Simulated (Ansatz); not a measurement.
**Hf on a Ta site in KTaO₃**

Computed with Ansatz 0.2.0, DFT PBE, scalar-relativistic, plane waves, PAW. Settings: 420 eV cutoff, 2×2×2 k-mesh, shifted by half a step, Gaussian smearing of 0.01 eV, collinear spin.

Host crystal, relaxed:

```
K Ta O
1.0
     4.02439    0.00000    0.00000
     0.00000    4.02439    0.00000
     0.00000    0.00000    4.02439
K Ta O
1 1 3
Direct
  0.50000 0.50000 0.50000
  0.00000 0.00000 0.00000
  0.00000 0.50000 0.00000
  0.00000 0.00000 0.50000
  0.50000 0.00000 0.00000
```

Supercell of 40 atoms, rows in host cell vectors: 2 0 0; 0 -2 0; 0 0 -2. Atoms relax at the host's cell, keeping the symmetry that the supercell leaves at the site. The cell is small, so energies carry finite-size errors of tenths of an eV. The host's Kohn–Sham gap is 2.16 eV.

Spin-orbit coupling is left out, which matters for the bands and energies of heavy elements.

Defect: Hf on a Ta site, charge 0.

Command:

```bash
ansatz run input.yaml --threads 4 --pin off --max-ram 6144MiB --backend cpu --events-out ev --progress --plain --runs-dir out
```

The input:

```yaml
crystal:
  lattice:
    - [8.0487713823, 0.0, 0.0]
    - [0.0, -8.0487713823, 0.0]
    - [0.0, 0.0, -8.0487713823]
  atoms:
    - { symbol: K, position: [0.25, 0.25, 0.25] }
    - { symbol: K, position: [0.25, 0.25, 0.75] }
    - { symbol: K, position: [0.25, 0.75, 0.25] }
    - { symbol: K, position: [0.25, 0.75, 0.75] }
    - { symbol: K, position: [0.75, 0.25, 0.25] }
    - { symbol: K, position: [0.75, 0.25, 0.75] }
    - { symbol: K, position: [0.75, 0.75, 0.25] }
    - { symbol: K, position: [0.75, 0.75, 0.75] }
    - { symbol: Hf, position: [0.0, 0.5, 0.0], spin: 0.143 }
    - { symbol: Ta, position: [0.0, 0.5, 0.5] }
    - { symbol: Ta, position: [0.0, 1.0, 0.0] }
    - { symbol: Ta, position: [0.0, 1.0, 0.5] }
    - { symbol: Ta, position: [0.5, 0.5, 0.0] }
    - { symbol: Ta, position: [0.5, 0.5, 0.5] }
    - { symbol: Ta, position: [0.5, 1.0, 0.0] }
    - { symbol: Ta, position: [0.5, 1.0, 0.5] }
    - { symbol: O, position: [0.0, 0.25, 0.0], spin: 0.143 }
    - { symbol: O, position: [0.0, 0.25, 0.5] }
    - { symbol: O, position: [0.0, 0.75, 0.0], spin: 0.143 }
    - { symbol: O, position: [0.0, 0.75, 0.5] }
    - { symbol: O, position: [0.5, 0.25, 0.0] }
    - { symbol: O, position: [0.5, 0.25, 0.5] }
    - { symbol: O, position: [0.5, 0.75, 0.0] }
    - { symbol: O, position: [0.5, 0.75, 0.5] }
    - { symbol: O, position: [0.0, 0.0, 0.25] }
    - { symbol: O, position: [0.0, 0.0, 0.75] }
    - { symbol: O, position: [0.0, 0.5, 0.25], spin: 0.143 }
    - { symbol: O, position: [0.0, 0.5, 0.75], spin: 0.143 }
    - { symbol: O, position: [0.5, 0.0, 0.25] }
    - { symbol: O, position: [0.5, 0.0, 0.75] }
    - { symbol: O, position: [0.5, 0.5, 0.25] }
    - { symbol: O, position: [0.5, 0.5, 0.75] }
    - { symbol: O, position: [0.25, 0.5, 0.0], spin: 0.143 }
    - { symbol: O, position: [0.25, 0.5, 0.5] }
    - { symbol: O, position: [0.25, 1.0, 0.0] }
    - { symbol: O, position: [0.25, 1.0, 0.5] }
    - { symbol: O, position: [0.75, 0.5, 0.0], spin: 0.143 }
    - { symbol: O, position: [0.75, 0.5, 0.5] }
    - { symbol: O, position: [0.75, 1.0, 0.0] }
    - { symbol: O, position: [0.75, 1.0, 0.5] }
  host:
    lattice:
      - [4.0243856912, 0.0, 0.0]
      - [0.0, 4.0243856912, 0.0]
      - [0.0, 0.0, 4.0243856912]
    atoms:
      - { symbol: K, position: [0.5, 0.5, 0.5] }
      - { symbol: Ta, position: [0.0, 0.0, 0.0] }
      - { symbol: O, position: [0.0, 0.5, 0.0] }
      - { symbol: O, position: [0.0, 0.0, 0.5] }
      - { symbol: O, position: [0.5, 0.0, 0.0] }
basis:
  ecutwfc: 420
  xc_grid: 2
kpoints:
  mp_grid: { grid: [2, 2, 2], shift: [0.5, 0.5, 0.5] }
hamiltonian:
  xc: pbe
scf:
  occupations: { method: gaussian, width: 0.01 }
output:
  forces: true
  stress: false
  eigenvalues: true
  populations: true
  charged_corrections: { defect_position: [0.0, 0.5, 0.0] }
magnetization:
  spin_polarized: true
relax:
  adjacent_minimum: "off"
  f_tol: 0.025
  max_steps: 45
```

From the output:

```
Warning: RAYON_NUM_THREADS=4 ignored (pool sized by the plan → 4); use --threads N
Crystal: 40 atoms, lattice volume = 521.421 Å³
Basis set: ecut = 420 eV, 10131 PW (Γ), exchange–correlation on 108×108×108 points (8 copies of the dense FFT grid, shifted against one another)
Bands: 208, of which v1, the nominal top of the filled ones, is band 167 counted from 1 (166 counted from 0)
Symmetry: 48 space group operations
Space group: Pm-3m (ITA 221), of the structure as read, at distance tolerance 8.0e-5 Å
k-points: 1 of 8
relax step   1: F+E_penalty+E_count = -111213.73385073 eV  Δ(F+E_penalty+E_count) = +0.000e0 eV  max|allowed force component| = 2.415e0 eV/Å  Δτ_max = 0.0000 Å
relax step   2: F+E_penalty+E_count = -111214.14422226 eV  Δ(F+E_penalty+E_count) = -4.104e-1 eV  max|allowed force component| = 1.640e-1 eV/Å  Δτ_max = 0.0606 Å
relax step   3: F+E_penalty+E_count = -111214.17095590 eV  Δ(F+E_penalty+E_count) = -2.673e-2 eV  max|allowed force component| = 7.605e-2 eV/Å  Δτ_max = 0.0531 Å
relax step   4: F+E_penalty+E_count = -111214.17593881 eV  Δ(F+E_penalty+E_count) = -4.983e-3 eV  max|allowed force component| = 5.054e-2 eV/Å  Δτ_max = 0.0149 Å
relax step   5: F+E_penalty+E_count = -111214.17636753 eV  Δ(F+E_penalty+E_count) = -4.287e-4 eV  max|allowed force component| = 2.619e-3 eV/Å  Δτ_max = 0.0013 Å
SCF converged after 6 iterations
Free energy (F): -111214.176368 eV
E sigma→0 (E₀):  -111214.176367 eV
Fermi energy:    8.460041 eV
```

The relaxation gained 0.44 eV in 5 steps. The run took about 3 core-minutes.